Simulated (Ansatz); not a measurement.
# ReSb (NiAs-type structure)

Computed with Ansatz (plane waves, PAW, 420 eV cutoff): PBE, scalar-relativistic, no spin polarisation, Γ-centred 10×10×6 mesh, 0.05 eV Gaussian smearing. The datasets are Ansatz's generated set soft_2.

```yaml
crystal:
  lattice:
    - [4.32313, 0.00000, 0.00000]
    - [-2.16157, 3.74394, 0.00000]
    - [0.00000, 0.00000, 5.11456]
  atoms:
    - { symbol: Re, position: [0.00000, 0.00000, 0.00000] }
    - { symbol: Re, position: [0.00000, 0.00000, 0.50000] }
    - { symbol: Sb, position: [0.33333, 0.66667, 0.25000] }
    - { symbol: Sb, position: [0.66667, 0.33333, 0.75000] }
```

The start was a prototype's sites filled with these elements, not a measured cell.

The run above is the reference. The same cell was run again with other input settings; several of them aren't fit for production, so the rows show the settings' effect and aren't properties of the material.

```tsv
keys changed	outcome	ΔE (meV/atom)	P (GPa)	gap on the mesh (eV)	cell moment (μB)	largest force component (eV/Å)	SCF iterations	rough core-seconds	new warnings
none (reference)	converged	0.0	0.0	metal	–	0.000	–	–	–
scf.eigensolver.kind: "davidson"; basis.precision: "f64"; basis.ecutwfc: 420 → "40.4 Ry"	converged	-2.4	0.0	metal	–	0.000	6	15	–
scf.mixing.algorithm: "anderson"; scf.mixing.beta: 0.3; accuracy: "high"	converged	0.0	0.0	metal	–	0.000	13	12	–
scf.mixing.preconditioner: "none"	converged	0.0	0.0	metal	–	0.000	6	7	–
```

These changes also left energy (to 0.1 meV/atom), pressure, gap, moment and forces as in the reference: basis.ecutrho_ratio: 4 → 12 | scf.eigensolver.kind: "davidson" | scf.mixing.algorithm: "msr1"; scf.mixing.beta: 0.7.

ΔE is the energy with the smearing extrapolated to zero. It is left out where the change alters the Hamiltonian or the spin treatment. The varied runs start from atomic densities (corrected by the program's trained start where that serves), with the default search for lower states unless a row changes it.

(1) What happens with these changes: hamiltonian.xc: "pbe" → "pbesol"; scf.occupations.method: "gaussian" → "methfessel_paxton"; scf.occupations.width: 0.05 → 0.001?

(2) What happens with these changes: hamiltonian.xc: "pbe" → "r2scan"; scf.eigensolver.kind: "davidson"; basis.precision: "f64"; scf.occupations.width: 0.05 → null; scf.occupations.method: "gaussian" → "tetrahedron_uncorrected"?

Answers:

(1) outcome converged, P (GPa) -5.5, gap on the mesh (eV) metal, largest force component (eV/Å) 0.000, SCF iterations 7, rough core-seconds 7.

(2) outcome converged, P (GPa) -2.9, gap on the mesh (eV) metal, largest force component (eV/Å) 0.000, SCF iterations 7, rough core-seconds 19, new warnings band table not solved further; cutoff below recommended.

Changing scf.mixing.preconditioner only steers the path to self-consistency, so the energy stays within 0.5 meV/atom.

Changing scf.eigensolver.kind only steers the path to self-consistency, so the energy stays within 0.5 meV/atom.

1 further run (cut off, refused for memory, with changed atoms or starts, or in doubt) is left out.

Of the reference: Scalar-relativistic only: spin–orbit splittings of the heavy atoms' levels are missing.
